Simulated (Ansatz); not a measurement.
One run on AlFe (R-3m): stretched by 2 % along (1, 1, 1) at fixed volume; collinear moments without spin–orbit coupling

The calculation used DFT, LDA, PAW with Ansatz's default frozen-core files, scalar-relativistic in Ansatz 0.2.0.

Command: `ansatz run input.yaml --threads 3 --pin off --max-ram 6144MiB --backend cpu --events-out ev --progress --plain --runs-dir out`

```yaml
crystal:
  lattice:
    - [2.9102862334, 0.0289568833, 0.0289568833]
    - [0.0289568833, 2.9102862334, 0.0289568833]
    - [0.0289568833, 0.0289568833, 2.9102862334]
  atoms:
    - { symbol: Al, position: [0.0, 0.0, 0.0] }
    - { symbol: Fe, position: [0.5, 0.5, 0.5], spin: 3.0 }
magnetization:
  spin_polarized: true
kpoints:
  mp_grid: { grid: [8, 8, 8] }
scf:
  occupations: { method: fermi_dirac, width: 0.05 }
  lower_state_search: "off"
hamiltonian:
  xc: lda
  pseudopotentials: { kind: paw }
output:
  forces: true
  stress: true
  eigenvalues: true
```

Log:

```
Engine: ansatz 0.2.0
Pseudopotentials: kind: paw
Pseudopotential: Al, paw, valence charge 3, recommended cutoff 420 eV (normal), Al.paw.azcp
Pseudopotential: Fe, paw, valence charge 16, recommended cutoff 420 eV (normal), Fe.paw.azcp
Functional definition: SPW92
  exchange = slater_x
  correlation = pw_c
Crystal: 2 atoms, lattice volume = 24.642 Å³
Basis set: ecut = 420 eV, 467 PW (Γ)
Bands: 15, of which v1, the nominal top of the filled ones, is band 10 counted from 1 (9 counted from 0)
Symmetry: 12 space group operations
Space group: R-3m (ITA 166), of the structure as read, at distance tolerance 2.9e-5 Å
Magnetic group: BNS 166.97 (UNI 1327), of the structure as read, at distance tolerance 2.9e-5 Å
k-points: 65 of 512
Non-local potential: Al, projectors of the file, l = 0: 2, l = 1: 2, l = 2: 1
Non-local potential: Fe, projectors of the file, l = 0: 3, l = 1: 2, l = 2: 3, l = 3: 1
PAW form: soft (Blöchl's): semilocal exchange-correlation on the pseudo side does not see the compensation charge
PAW frozen core: Al, regenerated for the run's functional, and the local potential with it (the file was generated under x = pbe(κ = 0.804, μ = 0.2195149727645171), c = pbe(β = 0.06672455060314922))
PAW frozen core: Fe, regenerated for the run's functional, and the local potential with it (the file was generated under x = pbe(κ = 0.804, μ = 0.2195149727645171), c = pbe(β = 0.06672455060314922))
PAW one-centre angular grid: Al, 110 points (default); XC on 64 Gauss nodes
PAW one-centre angular grid: Fe, 590 points (default); XC on 64 Gauss nodes
Initial density: superposition of atomic densities (chi_scale 0.1, normalization cell)
Starting moments: Σ|m| = 3 μB on 1 of 2 sites
Initial wavefunctions: pseudopotential atomic-orbital guess
Functional: x = slater, c = lda
iter 1 solved again at ethr=2.54e-3 eV; its pass at ethr=3.10e-3 eV (dr2=4.83e-1 eV) is discarded
SCF iter   1: F=—  HF=-4933.387384 eV  |F-HF|=—  |Δ(HF+E_count)|=         —  Δρ=6.73e-2 (↑5.69e-2 ↓6.73e-2)  dr2=4.82e-1  dr2_m=8.14e-1  M=1.903 μB ∫|m|=2.110 μB  β_m=0.30  ethr=2.54e-3  ⟨swp⟩=1.0  Hψ=11894  notcnv=0
Mixer restart at iter 1: flushing history
preconditioner: auto → none  [metal: Δε(μ)=0.002 eV  Ē_g=9.124 eV  σ=0.050 eV  W_gap=0.01  n_scr=6 (ndim 8)  ℏωp=24.8 eV  f_vac=0.000  D(μ)=2.80/eV (n_scr^D=32)  sad-step TF]
spin-set hold released at iteration 1 (the charge has settled, or the pull on large starting moments outlasts its swing): the magnetisation degrees of freedom join the quasi-Newton model from the next iteration; the mixer history was flushed
SCF iter   2: F=—  HF=-4933.359207 eV  |F-HF|=—  |Δ(HF+E_count)|=   2.82e-2  Δρ=6.01e-2 (↑6.01e-2 ↓4.90e-2)  dr2=2.40e-1  dr2_m=6.24e-1  M=1.768 μB ∫|m|=1.999 μB  β_m=0.65  ethr=2.54e-3  ⟨swp⟩=2.0  Hψ=2602  notcnv=0
SCF iter   3: F=—  HF=-4934.009188 eV  |F-HF|=—  |Δ(HF+E_count)|=   6.50e-1  Δρ=1.07e-1 (↑4.16e-2 ↓1.07e-1)  dr2=4.48e0  dr2_m=2.80e-1  M=1.222 μB ∫|m|=1.505 μB  β_m=0.15  ethr=1.26e-3  ⟨swp⟩=2.7  Hψ=4697  notcnv=0  defer=28  recentre
SCF iter   4: F=—  HF=-4933.391765 eV  |F-HF|=—  |Δ(HF+E_count)|=   6.17e-1  Δρ=4.82e-2 (↑4.82e-2 ↓3.67e-2)  dr2=1.04e-1  dr2_m=3.83e-1  M=1.444 μB ∫|m|=1.704 μB  β_m=0.15  ethr=1.26e-3  ⟨swp⟩=2.8  Hψ=4959  notcnv=0  defer=82
SCF iter   5: F=—  HF=-4933.491619 eV  |F-HF|=—  |Δ(HF+E_count)|=   9.99e-2  Δρ=3.72e-2 (↑3.72e-2 ↓2.90e-2)  dr2=1.96e-2  dr2_m=2.37e-1  M=0.871 μB ∫|m|=1.151 μB  β_m=0.71  ethr=5.49e-4  ⟨swp⟩=2.7  Hψ=4019  notcnv=0  defer=89
SCF iter   6: F=—  HF=-4933.498884 eV  |F-HF|=—  |Δ(HF+E_count)|=   7.27e-3  Δρ=4.33e-2 (↑4.33e-2 ↓1.61e-2)  dr2=1.70e-1  dr2_m=1.94e-1  M=0.859 μB ∫|m|=1.140 μB  β_m=0.74  ethr=1.03e-4  ⟨swp⟩=2.5  Hψ=3333  notcnv=0  defer=89
SCF iter   7: F=—  HF=-4933.485757 eV  |F-HF|=—  |Δ(HF+E_count)|=   1.31e-2  Δρ=5.06e-2 (↑5.06e-2 ↓1.78e-2)  dr2=2.50e-1  dr2_m=2.56e-1  M=0.929 μB ∫|m|=1.223 μB  β_m=0.23  ethr=1.03e-4  ⟨swp⟩=1.6  Hψ=2854  notcnv=0  defer=89
SCF iter   8: F=—  HF=-4933.512326 eV  |F-HF|=—  |Δ(HF+E_count)|=   2.66e-2  Δρ=3.40e-2 (↑3.40e-2 ↓1.31e-2)  dr2=9.23e-2  dr2_m=1.21e-1  M=0.800 μB ∫|m|=1.038 μB  β_m=0.67  ethr=1.03e-4  ⟨swp⟩=1.6  Hψ=2619  notcnv=0  defer=88
SCF iter   9: F=—  HF=-4933.527135 eV  |F-HF|=—  |Δ(HF+E_count)|=   1.48e-2  Δρ=1.07e-2 (↑1.06e-2 ↓1.07e-2)  dr2=7.11e-4  dr2_m=2.45e-2  M=0.692 μB ∫|m|=0.758 μB  β_m=0.79  ethr=1.03e-4  ⟨swp⟩=2.5  Hψ=3564  notcnv=0  defer=85
SCF iter  10: F=—  HF=-4933.534206 eV  |F-HF|=—  |Δ(HF+E_count)|=   7.07e-3  Δρ=1.76e-3 (↑1.76e-3 ↓1.20e-3)  dr2=1.02e-3  dr2_m=2.06e-4  M=0.747 μB ∫|m|=0.841 μB  β_m=0.90  ethr=3.74e-6  ⟨swp⟩=2.1  Hψ=3494  notcnv=0  defer=79
SCF iter  11: F=—  HF=-4933.534347 eV  |F-HF|=—  |Δ(HF+E_count)|=   1.41e-4  Δρ=1.06e-3 (↑5.42e-4 ↓1.06e-3)  dr2=1.18e-4  dr2_m=7.14e-5  M=0.747 μB ∫|m|=0.837 μB  β_m=0.74  ethr=3.74e-6  ⟨swp⟩=2.3  Hψ=2618  notcnv=0  defer=79
SCF iter  12: F=—  HF=-4933.534325 eV  |F-HF|=—  |Δ(HF+E_count)|=   2.16e-5  Δρ=6.16e-4 (↑6.16e-4 ↓1.96e-4)  dr2=1.21e-4  dr2_m=1.30e-5  M=0.747 μB ∫|m|=0.835 μB  β_m=0.59  ethr=6.23e-7  ⟨swp⟩=2.6  Hψ=2958  notcnv=0  defer=79
SCF iter  13: F=—  HF=-4933.534311 eV  |F-HF|=—  |Δ(HF+E_count)|=   1.41e-5  Δρ=7.21e-5 (↑7.21e-5 ↓6.42e-5)  dr2=1.17e-6  dr2_m=2.58e-7  M=0.747 μB ∫|m|=0.834 μB  β_m=0.69  ethr=6.23e-7  ⟨swp⟩=1.6  Hψ=2070  notcnv=0  defer=79
SCF iter  14: F=—  HF=-4933.534315 eV  |F-HF|=—  |Δ(HF+E_count)|=   4.24e-6  Δρ=1.91e-5 (↑1.07e-5 ↓1.91e-5)  dr2=3.83e-8  dr2_m=2.95e-8  M=0.747 μB ∫|m|=0.834 μB  β_m=0.78  ethr=5.26e-10  ⟨swp⟩=5.7  Hψ=8098  notcnv=0
iter 15 did not close the SCF: its close was put off for a magnetic moment that had not settled (scf_convergence_deferred on its scf_iter line)
SCF iter  15: F=-4933.534315 eV  HF=-4933.534315 eV  |F-HF|=9.92e-10  |Δ(HF+E_count)|=   2.19e-8  Δρ=5.94e-6 (↑5.84e-6 ↓5.94e-6)  dr2=4.11e-9  dr2_m=5.35e-9  M=0.747 μB ∫|m|=0.834 μB  β_m=0.89  ethr=2.02e-10  ⟨swp⟩=1.3  Hψ=5662  notcnv=0
SCF iter  16: F=-4933.534315 eV  HF=-4933.534315 eV  |F-HF|=1.82e-11  |Δ(HF+E_count)|=   2.15e-9  Δρ=2.17e-6 (↑1.42e-6 ↓2.17e-6)  dr2=1.80e-10  dr2_m=6.50e-10  M=0.747 μB ∫|m|=0.834 μB  ethr=2.16e-11  ⟨swp⟩=1.4  Hψ=5477  notcnv=0
SCF 1 converged in 16 iterations: F = -4933.534315 eV  dr2 = 1.80e-10
  greatest PAW one-centre occupation: 1.002 electrons in one spin orbital (limit 2), on the Fe atom at site 1 (counted from 0), in its partial waves of l = 1
SCF converged after 16 iterations
Magnetization: 0.7470 μB (9.8735 up, 9.1265 down)
Absolute magnetization: 0.8341 μB (∫|ρ↑−ρ↓|, with the PAW one-centre terms)
Spin contamination: 0.0075 ħ² per cell (⟨S²⟩ above its minimum at these occupations)
Per-site moments (μB) at R_I (Å): [(-0.024855923379451, 1.032807261792376), (0.7673761638541796, 1.032807261792376)]
Free energy (F): -4933.534315 eV
Harris-Foulkes:  -4933.534315 eV  (|F-HF|=1.82e-11)
Internal energy: -4933.514354 eV  (E = F + TS)
E sigma→0 (E₀):  -4933.524335 eV
Entropy (-TS):   -0.019962 eV (-9.981 meV/atom)
Fermi energy:    13.174590 eV
--- Per-component energies (eV) ---
  E_band       = -260.101865
  E_kinetic    = 380.698211
  E_local      = -2790.453526  (includes V_loc(G=0)·N_el)
  E_nonlocal   = 231.609309
  E_hartree    = 1202.051782
  E_xc         = -158.122689
  E_vxc        = -183.016367  (∫ρ·V_xc dr)
  E_paw        = -1749.013491  (= ΣΔE_a)
  E_vpaw       = -303.044512  (= ΣTr[D̂ρ^β])
  E_aug_tail   = 0.000842  (compensation charges beyond the density's cutoff)
  E_ewald      = -2050.742043
  E_core_change = 0.457252  (= ΣΔE_core)
  E_smearing   = -0.019962  (= −TS)
  E_closure    = 0.000000  (closes the sum)
  Σ components = -4933.534315   (vs F -4933.534315, Δ=0.00e0)
--- Forces (eV/Å), atoms counted from 1 ---
  atom   1  Al    -0.00000000     0.00000000     0.00000000
  atom   2  Fe     0.00000000     0.00000000    -0.00000000
  max |Σ_I F_I| component: 3.42e-29 eV/Å
--- Stress (GPa, compression-positive) ---
      -15.936721      -2.216553      -2.216553
       -2.216553     -15.936721      -2.216553
       -2.216553      -2.216553     -15.936721
  P = ⅓ Tr σ = -15.9367 GPa (-159.367 kbar)
--- Band table (eV; the first three rows and the last of 130) ---
  k-point 0 ↑: bands = ["-72.7657", "-39.2391", "-39.2054", "-39.2054", "2.9556", "10.6870", "10.6870", "12.8097", "12.8097", "12.8433", "19.1750", "19.1750", "19.3363", "22.2940", "22.2940"]
  k-point 1 ↑: bands = ["-72.7651", "-39.2419", "-39.2098", "-39.2047", "3.2409", "10.6522", "10.7651", "12.6467", "12.6753", "12.8394", "17.3613", "19.5826", "19.6808", "22.2326", "23.8893"]
  k-point 2 ↑: bands = ["-72.7637", "-39.2533", "-39.2162", "-39.2032", "4.0802", "10.2728", "10.9614", "12.2986", "12.3427", "12.8794", "15.1398", "20.6664", "20.7447", "22.0697", "25.4632"]
  k-point 64 ↓: bands = ["-71.9259", "-38.4611", "-38.4557", "-38.4557", "10.0072", "10.1161", "10.1161", "14.1631", "14.1631", "15.7762", "16.3034", "16.3034", "16.9928", "19.0815", "19.4229"]
```

Site moments (μB): Al1 -0.02, Fe2 0.77. Cell moment 0.75 μB.

The magnetic group in the log treats spin as a scalar label, without spin–orbit coupling.

The PAW files were made with PBE; the program remakes their cores once for the run's functional and then keeps them frozen. The Ansatz runs typed with the search for lower states off end where their start leads. The magnetic state is the one that this cell and start allow. It needn't be the compound's measured order, which may need a larger cell or be absent.

It took 1.9 s on 3 threads of Arm Neoverse V2, with other jobs on the host, peak memory 0.29 GiB.
